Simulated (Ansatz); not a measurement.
This ScS4 structure is the end of a relaxation. The cell was found from a structure generator's guess, not taken from experiment.

Level of theory: Ansatz 0.2.0, DFT PBE, scalar-relativistic, plane waves, PAW. Cutoff 420 eV, Γ-centred mesh, Gaussian smearing, no spin polarisation.

```cif
data_structure
_symmetry_space_group_name_H-M 'P 1'
_symmetry_Int_Tables_number 1
_cell_length_a 5.2504
_cell_length_b 5.2504
_cell_length_c 4.9788
_cell_angle_alpha 90.000
_cell_angle_beta 90.000
_cell_angle_gamma 120.000
_cell_volume 118.86
loop_
_atom_site_label
_atom_site_type_symbol
_atom_site_fract_x
_atom_site_fract_y
_atom_site_fract_z
_atom_site_occupancy
Sc1 Sc 0.00000 0.00000 0.00000 1
S1 S 0.50000 0.00000 0.00000 1
S2 S 0.00000 0.50000 0.00000 1
S3 S 0.50000 0.50000 0.00000 1
S4 S 0.00000 0.00000 0.50000 1
```

Energies over the elements count from the elements' standard structures at the same level, with no fitted energy shifts.

(1) Find its symmetry and describe it.

(2) How far does it lie from the elements in energy?

(3) Is it a metal?

## Answers

(1) P6/mmm (No. 191). Conventional cell: a = 5.250 Å, c = 4.979 Å. Sc has 8 S at 2.49–2.63 Å; S on a site of symmetry mmm has 2 Sc at 2.63 Å and 4 S at 2.63 Å; S on a site of symmetry 6/mmm has 2 Sc at 2.49 Å.

(2) −0.23 eV/atom.

(3) Yes, bands cross the Fermi level on the 12×12×8 mesh.

The last run used a 12×12×8 mesh (in the run's order of axes) for its 5-atom cell and Gaussian smearing of 0.10 eV. An odd number of electrons in the primitive cell allows no gap without spin; a larger cell or a magnetic state could open one. The reference form of S is held partly by dispersion forces, which this level lacks. Symmetry constrained the relaxation, so the result can be a saddle point. Another cell of ScS4 relaxed alike, in I4/mmm, lies 234 meV/atom lower, so this cell isn't the stable form at this level.
